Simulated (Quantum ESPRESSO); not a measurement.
## Band energies of V2H

```
CELL_PARAMETERS angstrom
      2.21345    -1.46955     0.00000
      2.21345     1.46955     0.00000
     -0.56451     0.00000     4.39285
ATOMIC_POSITIONS crystal
  H  0.00000 0.00000 0.00000
  V  0.26961 0.26961 0.73227
  V  0.73039 0.73039 0.26773
```

norm-conserving LDA (Quantum ESPRESSO, 84 Ry, no spin-orbit coupling); path ΓYFLI,I1ZF1,YX1,XΓN,MΓ; energies in eV from the Fermi level.

```
k (1/Å)  point  band 10  band 11  band 12  band 13  band 14  band 15  band 16  band 17
-------  -----  -------  -------  -------  -------  -------  -------  -------  -------
0.00         Γ    -3.45    -1.38    -1.02     0.00     0.15     0.66     1.25     1.54
0.88              -3.21    -2.35    -0.91    -0.68     0.71     1.42     1.74     2.24
1.43         Y    -3.41    -2.90    -1.09    -0.81     0.82     2.45     3.17     3.38
1.83              -2.95    -2.46    -1.69    -0.54     0.92     2.12     2.14     3.23
1.97         F    -2.73    -2.16    -1.95    -0.14     0.69     1.54     1.56     3.26
1.97         L    -2.59    -2.09    -1.89     0.30     0.48     0.97     1.18     3.29
2.62         I    -1.90    -1.59    -1.55    -1.24    -0.83     1.26     2.09     2.62
2.62        I1    -1.90    -1.59    -1.55    -1.24    -0.83     1.26     2.09     2.62
3.36              -2.89    -1.52    -1.36    -0.96    -0.94     1.60     1.80     2.23
4.11         Z    -4.75    -1.43    -0.58    -0.20     0.13     1.21     1.22     1.53
4.21              -4.71    -1.41    -0.55    -0.17     0.11     1.11     1.20     1.47
5.04              -2.77    -1.79    -1.51     0.13     0.27     1.43     1.43     2.16
5.46        F1    -2.73    -2.16    -1.95    -0.14     0.69     1.54     1.56     3.26
5.46         Y    -3.41    -2.90    -1.09    -0.81     0.82     2.45     3.17     3.38
5.81              -2.95    -2.65    -1.45    -0.80     0.84     2.20     2.53     2.84
6.05        X1    -2.33    -2.27    -1.61    -1.00     0.65     1.63     2.05     2.71
6.05         X    -2.33    -2.27    -1.61    -1.00     0.65     1.63     2.05     2.71
6.53              -2.25    -1.40    -1.30    -0.87    -0.18     0.57     1.55     2.05
7.30              -3.12    -1.71    -0.97    -0.10     0.22     0.57     1.37     1.48
7.59         Γ    -3.45    -1.38    -1.02     0.00     0.15     0.66     1.25     1.54
8.09              -2.64    -2.09    -1.01    -0.26     0.01     0.89     1.29     1.60
8.88         N    -2.68    -2.17    -1.24    -0.68    -0.68     1.32     2.00     2.76
8.88         M    -3.44    -1.91    -1.06    -0.66     1.18     1.51     2.42     2.47
9.55              -3.25    -1.80    -0.86    -0.60    -0.24     1.17     1.64     1.97
10.31        Γ    -3.45    -1.38    -1.02     0.00     0.15     0.66     1.25     1.54
```

A metal at this level: along this path bands 13, 14 cross the Fermi level.

Geometry of the Materials Project entry, not relaxed at this level.

The runs are not spin-polarised; magnetic order was not tried.
